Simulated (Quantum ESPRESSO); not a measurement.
```
CELL_PARAMETERS angstrom
      0.00000     2.24980     2.24980
      2.24980     0.00000     2.24980
      2.24980     2.24980     0.00000
ATOMIC_POSITIONS crystal
  N  0.25000 0.25000 0.25000
  Ga 0.00000 0.00000 0.00000
```

Cell and atoms were relaxed with PBEsol from Materials Project entry mp-830, within its symmetry.

**Question.** What does PBEsol (Quantum ESPRESSO, PseudoDojo norm-conserving, 84 Ry, with spin-orbit coupling) give for the electronic structure near the Fermi level?

**Answer.** The PBEsol gap is direct, 1.73 eV at Γ. 

This is not the ordinary phase of the substance; no match was found in the copy of COD used, and its stability was not checked.
